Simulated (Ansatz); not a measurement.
## Computed properties of Na2ICl (ordering on rocksalt)

All numbers come from Ansatz. The cell comes from a prototype generator: it can be a known phase or a hypothetical one. No magnetic order is allowed.

Na2ICl, ordered on the rocksalt lattice (R-3m) with 4 atoms a cell, relaxed with r2SCAN. The symmetry is R-3m (No. 166, trigonal); a = 4.283 Å, c = 20.933 Å in the conventional setting, 27.71 Å³ an atom. Cl has 6 Na at 2.91 Å; I has 6 Na at 3.16 Å; Na has 3 Cl at 2.91 Å and 3 I at 3.16 Å.

```
CELL_PARAMETERS angstrom
2.14136 1.23631 6.97776
-2.14136 1.23631 6.97776
0.00000 -2.47263 6.97776
ATOMIC_POSITIONS crystal
Cl 0.00000 0.00000 0.00000
I 0.50000 0.50000 0.50000
Na 0.26032 0.26032 0.26032
Na 0.73968 0.73968 0.73968
```

Relaxed lattice by functional, symmetry kept:

| functional | k mesh | a (Å) | c (Å) | volume (Å³/atom) |
| --- | --- | --- | --- | --- |
| PBE | 6×6×6 | 4.326 | 21.255 | 28.70 |
| r2SCAN | 6×6×6 | 4.283 | 20.933 | 27.71 |

Band edges at fixed r2SCAN geometry:
```tsv
level	k mesh	gap (eV)	kind	edges	least direct gap (eV)
PBE	8×8×8	3.20	direct	Γ	3.20
PBE+SOC	8×8×8	2.85	direct	Γ	2.85
r2SCAN	8×8×8	3.87	direct	Γ	3.87
G0W0@PBE (330 empty bands, 120 eV, 4×4×4)	4×4×4	5.33	–	Γ (mesh)	–
```
PBE: smearing of 0.02 eV; the others have fixed occupations.
Wave cutoffs: 420 eV, 500 eV (r2SCAN).
The G0W0 gap is PBE's gap over the path plus the quasiparticle shift read on the mesh. No extrapolation in bands, cutoff or mesh was made for G0W0.

r2SCAN gives a direct gap of 3.87 eV at Γ. Spin-orbit coupling changes the PBE gap by -0.35 eV, to 2.85 eV.

Spin-orbit coupling moves the least or the direct gap by up to 0.35 eV, so it has to be included where a tenth of an eV counts. Among these functionals the gap stays direct.

Only the levels marked +SOC include spin-orbit coupling.
